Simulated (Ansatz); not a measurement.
# Fields on a plane of LaGa2 (space group P6/mmm)

```yaml
crystal:
  lattice:
    - [4.29515, 0.00000, 0.00000]
    - [-2.14758, 3.71971, 0.00000]
    - [0.00000, 0.00000, 4.49178]
  atoms:
    - { symbol: La, position: [0.00000, 0.00000, 0.00000] }
    - { symbol: Ga, position: [0.33333, 0.66667, 0.50000] }
    - { symbol: Ga, position: [0.66667, 0.33333, 0.50000] }
```

The slice is a (0001) plane (indices of the conventional cell) through the point (0.667, 0.333, 0.500) (fractional), spanned by u = [110] and v = [1 -1 0] in vectors of this cell: u (4.30 Å) and v (7.44 Å, at 90° to u). It covers one period; positions are fractions (u, v).

Atoms on it: Ga at (0.00, 0.67); Ga at (0.50, 0.17); Ga at (0.00, 0.00); Ga at (0.50, 0.50).

Method: r2SCAN (plane waves to 500 eV, PAW, scalar-relativistic; Ansatz, a quantum-chemistry and plane-wave program). k mesh 13×13×10. These are valence fields of a PAW run, semicore shells included where kept as valence: close to a nucleus they are smooth pseudo fields. LaGa2 is run without spin polarisation. LaGa2 was relaxed with its symmetry unable to fall.

| v \ u | 0.00 | 0.12 | 0.25 | 0.38 | 0.50 | 0.62 | 0.75 | 0.88 |
|---|---|---|---|---|---|---|---|---|
| 0.96 | x | 0.15 | 0.35 | 0.44 | 0.36 | 0.44 | 0.35 | 0.15 |
| 0.86 | 0.43 | 0.48 | 0.42 | 0.18 | 0.09 | 0.18 | 0.42 | 0.48 |
| 0.75 | 0.16 | 0.27 | 0.38 | 0.30 | 0.20 | 0.30 | 0.38 | 0.27 |
| 0.64 | x | 0.12 | 0.42 | 0.45 | 0.31 | 0.45 | 0.42 | 0.12 |
| 0.54 | 0.29 | 0.40 | 0.45 | 0.15 | x | 0.15 | 0.45 | 0.40 |
| 0.43 | 0.24 | 0.33 | 0.36 | 0.25 | 0.10 | 0.25 | 0.36 | 0.33 |
| 0.32 | 0.08 | 0.17 | 0.42 | 0.54 | 0.51 | 0.54 | 0.42 | 0.17 |
| 0.21 | 0.32 | 0.40 | 0.35 | 0.18 | x | 0.18 | 0.35 | 0.40 |
| 0.11 | 0.26 | 0.32 | 0.52 | 0.22 | x | 0.22 | 0.52 | 0.32 |
| 0.00 | x | 0.10 | 0.37 | 0.50 | 0.38 | 0.50 | 0.37 | 0.10 |

Values: electron localisation function (ELF). Points within 0.5 Å of a nucleus are blanked (x), as the pseudised field means little there.

```
|%%##++--::..............::--++##|
|**++==::::....      ....::::==++|
|------::....          ....::----|
|--::::::..              ..::::::|
|::::::::..              ..::::::|
|----::::....          ....::::--|
|++==--::....          ....::--==|
|%%##==--::..............::--==##|
|@@%%++--::::..........::::--++%%|
|@@%%++--::::::::::::::::::--++%%|
|##**==--::::----------::::--==**|
|====--::::--==++**++==--::::--==|
|::::::::::--++##%%##++--::::::::|
|....::::::--++%%@@%%++--::::::..|
|........::--++##%%##++--::......|
|    ....::::==++**++==::::....  |
|      ....::----------::....    |
|        ..::::::--::::::..      |
|        ..::::::::::::::..      |
|      ....::::------::::....    |
|      ....::--==++==--::....    |
|........::--==##%%##==--::......|
|......::::--++%%@@%%++--::::....|
|::::::::::--++%%@@%%++--::::::::|
|------::::--==**##**==--::::----|
|**++==--::::--======--::::--==++|
|%%##++--::::::::::::::::::--++##|
|@@%%++--::::::......::::::--++%%|
```
Scale: ten equal steps from -1.31 (start of ' ') to 1.72 (end of '@'), in the order ' .:-=+*#%@'. Values: log₁₀ of the valence density in e/Å³. The map has 16 points along u (two characters each, u = 0 at the left) and 28 along v (v = 0 in the bottom row). The scale is logarithmic, as a density can span decades between atoms and voids.

The density on the Ga–Ga line (2.48 Å) at its midpoint is 0.38 e/Å³ and the ELF at that point is 0.5. ELF maximum in the middle third of the Ga–Ga line: 0.52, 1.2 Å from Ga.
